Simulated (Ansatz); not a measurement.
The relaxed structure here is a generated cell of CdO: the first start was made by a random draw of sites in a space group, and the end was not matched to a known phase here, so it may be hypothetical. Known forms of CdO include space group No. 225.

The end point of a relaxation of CdO. Space group I4/mcm (No. 140). Method: PBEsol (plane waves to 420 eV, PAW, scalar-relativistic; Ansatz, a first-principles code).

```xyz
8
Lattice="-3.0048 3.0048 3.1634 3.0048 -3.0048 3.1634 3.0048 3.0048 -3.1634" Properties=species:S:1:pos:R:3 pbc="T T T"
Cd     1.1381     1.8667     0.0000
Cd     1.8667     1.1381     3.1634
Cd     4.1428     1.1381     0.0000
Cd    -1.1381     1.8667     3.1634
O      0.0000     3.0048     1.5817
O      3.0048     0.0000     1.5817
O      0.0000     0.0000     0.0000
O      0.0000     0.0000     3.1634
```

```json
{
  "volume_per_atom": "14.28 Å³",
  "band_gap": "no gap (metallic)",
  "shortest_distances": "Cd–O 2.19 Å; Cd–Cd 3.09 Å; O–O 3.16 Å",
  "k-mesh": "8×8×8"
}
```

Band energies at high-symmetry points (eV from the Fermi level; labels of this space group; no spin-orbit coupling), from −5 eV up to 3.7 eV:

```tsv
point	energies
Γ	-4.02 -3.41 -3.41 -2.84 -2.84 -2.35 -2.35 -1.37 -1.23 -1.01 -0.60 -0.60 -0.29 2.94
X	-4.60 -3.45 -3.01 -2.72 -2.42 -2.14 -2.01 -1.08 -1.07 -0.86 -0.80 -0.24 3.14 3.22 3.58
P	-3.84 -3.84 -2.83 -2.83 -2.28 -2.28 -1.66 -1.66 -1.10 -1.10 -0.75 -0.75 3.35 3.35
N	-3.69 -3.69 -3.37 -3.37 -2.39 -2.39 -1.18 -1.18 -1.00 -1.00 -0.75 -0.75 2.87 2.87
M	-4.62 -4.62 -3.15 -2.43 -2.23 -2.23 -0.95 -0.95 -0.61 -0.27 -0.27 -0.07 3.53
S	-4.62 -4.60 -3.18 -2.42 -2.23 -2.18 -0.96 -0.95 -0.61 -0.30 -0.28 -0.07 3.54
S0	-4.62 -4.60 -3.18 -2.42 -2.23 -2.18 -0.96 -0.95 -0.61 -0.30 -0.28 -0.07 3.54
R	-4.60 -4.59 -3.22 -2.42 -2.23 -2.16 -0.97 -0.95 -0.61 -0.31 -0.30 -0.07 3.54
```

No spin polarisation in the result.

The run could not lower the symmetry of its start; a shaken copy of this end point relaxes with PBEsol to Fm-3m (No. 225), 0.25 eV/atom lower.
